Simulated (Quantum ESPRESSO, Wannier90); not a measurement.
Wannier functions of TiO2 (rutile)

```
TiO2
1.0
    4.59984     0.00000     0.00000
    0.00000     4.59984     0.00000
    0.00000     0.00000     2.95921
Ti O
2 4
Direct
  0.50000   0.50000   0.00000
  0.00000   0.00000   0.50000
  0.69568   0.69568   0.50000
  0.30432   0.30432   0.50000
  0.80432   0.19568   0.00000
  0.19568   0.80432   0.00000
```

Structure: Materials Project mp-2657, symmetrised, not relaxed again. COD (Crystallography Open Database) has the formula in 6 space groups, this one among them (matched by group alone). Computed values, not measurements, from PBE: Quantum ESPRESSO (norm-conserving PseudoDojo potentials, cutoff 68 Ry, no spin polarisation, no spin-orbit coupling) on a Γ-centred 6×6×8 mesh, then Wannier90. Density: 8×8×10 mesh, cold smearing 0.01 Ry.

The plane-wave run has 50 bands and 48 electrons a cell. On the energy scale of pw.x, whose zero is arbitrary, the valence-band maximum lies at 9.11 eV.

Isolated groups of bands, relative to the valence-band maximum (bands from 35 on overlap up to the last one computed):

```tsv
bands	from (eV)	to (eV)	filling	weight on atomic waves
1–2	-56.90	-56.85	filled	Ti 3s 96 %
3–8	-33.46	-32.99	filled	Ti 3p 98 %
9–12	-18.15	-16.25	filled	O 2s 84 %, Ti 3d 7 %, Ti 4s 6 %
13–24	-5.76	0.00	filled	O 2p 81 %, Ti 3d 16 %
25–34	1.89	7.63	empty	Ti 3d 76 %, O 2p 19 %
```

Input w.win, without the blocks of cell, atoms and k-points (288 lines):

```
num_bands = 38
num_wann = 22
exclude_bands = 1-12
num_iter = 400
conv_tol = 1.0e-6
conv_window = 4
dis_num_iter = 600
dis_conv_tol = 1.0e-6
dis_froz_max = 17.48
write_hr = true
write_u_matrices = true
begin projections
Ti: d
O: p
end projections
mp_grid = 6 6 8
```

wannier90.x stops with:
```
dis_windows: More states in the frozen window than target WFs
```
At some k-point more bands lie below dis_froz_max than there are Wannier functions, and every frozen state has to fit into the subspace. Mended as below, all else unchanged, the run goes through (Ω_I = 14.7 Å²) and follows the plane-wave bands to 0.3 meV rms (states up to 2.9 eV relative to the valence-band maximum).
```
dis_froz_max = 12.50
```
